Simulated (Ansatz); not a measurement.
This cell of C (graphite type, space group P6_3/mmc) is off equilibrium:

```xyz
4
Lattice="2.4554 0.0000 0.0000 -1.2277 2.1264 0.0000 0.0000 0.0000 6.6710" Properties=species:S:1:pos:R:3 pbc="T T T"
C      0.2333    -0.1167     1.6678
C      0.0000     0.0000     5.0033
C      0.0000     1.4176     1.6678
C      1.2277     0.7088     5.0033
```

Level of theory: r2SCAN+rVV10 (plane waves to 500 eV, PAW, scalar-relativistic; Ansatz, an electronic-structure program). k mesh 12×12×4 (Γ-centred), Fermi-Dirac smearing 0.05 eV. The energy includes the smearing's −TS. Compression counts positive. With partly filled bands, energies and forces of such displacements shift with the k mesh and the smearing. C was relaxed with its symmetry unable to fall.

Question: Predict the force on every atom, in eV/Å.

Answer: 
```csv
atom,Fx,Fy,Fz
C1,-17.791,10.091,0.000
C2,-0.038,0.022,0.000
C3,17.833,-10.117,0.000
C4,-0.005,0.004,0.000
```

Question: What is the stress tensor (GPa)?

Answer: 
```
   45.1    -25.0      0.0
  -25.0     17.8      0.0
    0.0      0.0      0.0
```
The pressure, a third of the trace, is 21.0 GPa.

Question: In it atom 1 sits (0.233, -0.117, 0.000) Å away from its relaxed site. What is its energy relative to the relaxed cell?

Answer: 2337 meV/cell.

(A displaced cell: forces are minus the slopes of the energy, force constants its curvatures, and phonons follow from these.)
